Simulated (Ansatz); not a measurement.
Input and command of a plane-wave DFT calculation in Ansatz:

```yaml
crystal:
  lattice:
    - [3.225, 0.0, 0.0]
    - [0.0, 3.225, 0.0]
    - [0.0, 0.0, 3.225]
  atoms:
    - { symbol: Hf, position: [0.0, 0.0, 0.0] }
    - { symbol: Ru, position: [0.484496124, 0.5, 0.5] }
basis:
  ecutwfc: 420
kpoints:
  mp_grid: { grid: [14, 14, 14] }
hamiltonian:
  xc: pbesol
scf:
  occupations: { method: gaussian, width: 0.15 }
output:
  forces: true
  stress: true
  eigenvalues: true
```

```bash
ansatz run input.yaml --threads 1 --pin off --max-ram 2560MiB --backend cpu --events-out ev --progress --plain --runs-dir out
```

Processor: Oxide Virtual Turin-like Processor (Zen 5), 1 thread, on a host shared with other jobs.

**Question.** How long does it run, and how much memory does it take?

**Answer.** About 16 s on 1 thread of Oxide Virtual Turin-like Processor (Zen 5) (shared host), peak memory 0.57 GiB. It solves 26 bands at 288 k points (the mesh reduced by symmetry) with about 691 plane waves, in 8 SCF iterations.
